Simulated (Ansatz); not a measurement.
Eigenvalues along a path: LaTe

```
La Te
1.0
     0.00000    3.17236    3.17236
     3.17236    0.00000    3.17236
     3.17236    3.17236    0.00000
La Te
1 1
Direct
  0.00000 0.00000 0.00000
  0.50000 0.50000 0.50000
```

The cell comes from a relaxation on PAW files under the same functional, begun from a database entry that needn't be the ground state.

Level of theory: DFT with LDA, scalar-relativistic, in Ansatz 0.2.0; a Γ-centred 11×11×11 k mesh, Fermi–Dirac smearing of 0.05 eV, no spin polarisation. LAPW: all electrons, basis error target 0.5 meV/atom.

Spin–orbit coupling is left out, which matters for the heavy atoms.

Path points, in fractions of the reciprocal vectors: Γ (0.000, 0.000, 0.000), X (0.500, 0.000, 0.500), U (0.625, 0.250, 0.625), K (0.375, 0.375, 0.750), L (0.500, 0.500, 0.500), W (0.500, 0.250, 0.750). The distance column jumps between branches of the path. Levels in eV from the Fermi level; bands 20 to 30, counted from the lowest band of the run. The gap is zero, the pressure 0.03 GPa.

```
# k(1/Å) point b20 b21 b22 b23 b24 b25 b26 b27 b28 b29 b30
0.000 Γ -16.91 -16.91 -16.91 -12.45 -2.25 -2.25 -2.25 0.00 0.00 0.00 0.73
0.141 - -16.94 -16.91 -16.91 -12.37 -2.75 -2.33 -2.33 -0.16 0.18 0.18 0.76
0.283 - -17.02 -16.93 -16.93 -12.17 -3.60 -2.48 -2.48 -0.50 0.61 0.61 0.85
0.424 - -17.11 -16.96 -16.96 -11.98 -4.20 -2.61 -2.61 -0.87 0.97 1.01 1.01
0.566 - -17.19 -16.99 -16.99 -11.90 -4.37 -2.67 -2.67 -1.20 1.11 1.24 1.24
0.707 - -17.23 -17.02 -17.02 -11.95 -4.14 -2.67 -2.67 -1.46 1.22 1.29 1.34
0.849 - -17.25 -17.04 -17.04 -12.05 -3.75 -2.64 -2.64 -1.62 1.29 1.30 1.38
0.990 X -17.26 -17.05 -17.05 -12.10 -3.55 -2.63 -2.63 -1.67 1.31 1.31 1.40
1.040 - -17.25 -17.05 -17.04 -12.09 -3.55 -2.69 -2.65 -1.62 1.31 1.31 1.40
1.090 - -17.25 -17.06 -17.04 -12.06 -3.55 -2.84 -2.71 -1.49 1.30 1.31 1.39
1.140 - -17.24 -17.08 -17.04 -12.03 -3.55 -3.05 -2.80 -1.31 1.29 1.30 1.39
1.190 - -17.23 -17.11 -17.03 -11.97 -3.55 -3.27 -2.92 -1.11 1.28 1.29 1.38
1.240 - -17.22 -17.14 -17.02 -11.91 -3.55 -3.51 -3.05 -0.89 1.25 1.27 1.38
1.290 - -17.21 -17.17 -17.01 -11.85 -3.74 -3.54 -3.18 -0.65 1.22 1.25 1.37
1.340 U -17.20 -17.20 -17.00 -11.77 -3.97 -3.54 -3.32 -0.39 1.19 1.23 1.36
1.947 K -17.20 -17.20 -17.00 -11.77 -3.97 -3.54 -3.32 -0.39 1.19 1.23 1.36
2.097 - -17.29 -17.14 -16.96 -11.58 -4.52 -3.65 -3.48 0.42 1.02 1.13 1.32
2.247 - -17.32 -17.08 -16.93 -11.50 -4.78 -3.81 -3.37 0.77 0.95 1.03 1.27
2.397 - -17.29 -17.02 -16.91 -11.59 -4.67 -3.75 -3.17 0.48 0.70 1.18 1.21
2.547 - -17.20 -16.97 -16.90 -11.82 -4.20 -3.48 -2.89 0.21 0.43 1.03 1.10
2.697 - -17.07 -16.94 -16.90 -12.12 -3.46 -3.03 -2.59 0.04 0.20 0.60 0.98
2.847 - -16.95 -16.91 -16.90 -12.35 -2.67 -2.52 -2.34 -0.01 0.05 0.19 0.83
2.997 Γ -16.91 -16.91 -16.91 -12.45 -2.25 -2.25 -2.25 0.00 0.00 0.00 0.73
3.120 - -16.94 -16.91 -16.91 -12.38 -2.51 -2.40 -2.40 0.01 0.07 0.07 0.87
3.242 - -17.03 -16.91 -16.91 -12.21 -3.09 -2.74 -2.74 0.04 0.25 0.25 1.13
3.365 - -17.16 -16.91 -16.91 -11.96 -3.76 -3.12 -3.12 0.11 0.51 0.51 1.30
3.487 - -17.29 -16.91 -16.91 -11.69 -4.38 -3.46 -3.46 0.26 0.80 0.80 1.38
3.610 - -17.40 -16.92 -16.92 -11.43 -4.88 -3.72 -3.72 0.49 1.04 1.04 1.42
3.732 - -17.47 -16.92 -16.92 -11.25 -5.21 -3.88 -3.88 0.73 1.17 1.17 1.44
3.855 L -17.49 -16.92 -16.92 -11.19 -5.32 -3.94 -3.94 0.84 1.20 1.20 1.45
3.955 - -17.48 -16.93 -16.92 -11.22 -5.27 -3.91 -3.91 0.82 1.17 1.20 1.44
4.055 - -17.45 -16.96 -16.93 -11.30 -5.11 -3.85 -3.83 0.75 1.08 1.21 1.41
4.155 - -17.40 -17.01 -16.95 -11.41 -4.87 -3.75 -3.72 0.67 0.92 1.23 1.38
4.255 - -17.34 -17.06 -16.98 -11.54 -4.59 -3.63 -3.61 0.58 0.74 1.27 1.36
4.355 - -17.27 -17.11 -17.02 -11.65 -4.33 -3.53 -3.52 0.53 0.60 1.31 1.35
4.455 - -17.20 -17.14 -17.07 -11.73 -4.12 -3.46 -3.46 0.50 0.51 1.34 1.35
4.555 W -17.15 -17.15 -17.11 -11.75 -4.05 -3.44 -3.44 0.49 0.49 1.36 1.36
4.626 - -17.17 -17.13 -17.11 -11.77 -3.99 -3.49 -3.37 0.14 0.78 1.35 1.37
4.697 - -17.20 -17.11 -17.10 -11.82 -3.82 -3.52 -3.27 -0.24 1.00 1.34 1.37
4.767 - -17.22 -17.09 -17.09 -11.89 -3.57 -3.54 -3.15 -0.63 1.14 1.33 1.38
4.838 - -17.23 -17.07 -17.07 -11.97 -3.55 -3.26 -3.00 -0.99 1.22 1.32 1.39
4.909 - -17.24 -17.06 -17.06 -12.03 -3.55 -2.95 -2.84 -1.32 1.28 1.32 1.39
4.980 - -17.25 -17.05 -17.05 -12.08 -3.55 -2.72 -2.70 -1.57 1.30 1.31 1.40
5.050 X -17.26 -17.05 -17.05 -12.10 -3.55 -2.63 -2.63 -1.67 1.31 1.31 1.40
```
